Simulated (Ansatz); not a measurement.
Pb in space group R-3m (No. 166; Pb on 6c) at seven volumes, r²SCAN+D4 (plane waves, PAW; program Ansatz), shape and atoms relaxed at each. One row is withheld.

| V (Å³/atom) | P (GPa) |
|---|---|
| 28.908 | ? |
| 29.861 | 2.87 |
| 30.814 | 1.29 |
| 31.767 | 0.00 |
| 32.720 | -1.04 |
| 33.673 | -1.83 |
| 34.626 | -2.30 |

Fit the shown pressures and predict the withheld one.

P = (3/2)B₀(x^(7/2) − x^(5/2))[1 + (3/4)(B′ − 4)(x − 1)] with x = (V₀/V)^(2/3). Least squares on the six rows gives V₀ = 31.745 Å³/atom, B₀ = 37.7 GPa, B′ = 7.53. At V = 28.908, x = 1.0644 and P = 4.98 GPa. The run itself gave 4.75 GPa.

The workflow started from an entry of the Crystallography Open Database (COD), which files this formula under 3 space groups. It is not the phase usual at ambient conditions (space group No. 225). Symmetry was held in the r²SCAN+D4 relaxation; whether a distortion lowers the energy is not shown. The volume moved by -69 % from the start of the relaxation. The volume fell by over 15 % from the filed cell, which may lack light atoms or belong to other conditions. The pairwise dispersion correction was not fitted to metals. Spin–orbit coupling is left out wherever it is not named.

Potentials: the later of the program's two PAW sets.
